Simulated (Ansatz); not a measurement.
CdF2:
```yaml
crystal:
  lattice:
    - [0.00000, 2.69199, 2.69199]
    - [2.69199, 0.00000, 2.69199]
    - [2.69199, 2.69199, 0.00000]
  atoms:
    - { symbol: Cd, position: [0.00000, 0.00000, 0.00000] }
    - { symbol: F, position: [0.25000, 0.25000, 0.25000] }
    - { symbol: F, position: [0.75000, 0.75000, 0.75000] }
```

Plane-wave PAW PBEsol (Ansatz code) gives a gap of 2.94 eV without spin–orbit coupling, maximum at W, minimum at Γ.

### Question
What happens when spin–orbit coupling is switched on?

### Answer
The gap stays essentially unchanged, to 2.94 eV; maximum at W, minimum at Γ.

### Question
Give the electron effective mass with spin–orbit coupling.

### Answer
0.37 mₑ (isotropic).

### Question
Give the hole effective mass with spin–orbit coupling.

### Answer
2.1, 2.1, 7.0 mₑ (principal values).

Space group Fm-3m (fluorite). Symmetry was held in the PBEsol relaxation.

Potentials: the later of the program's two PAW sets.
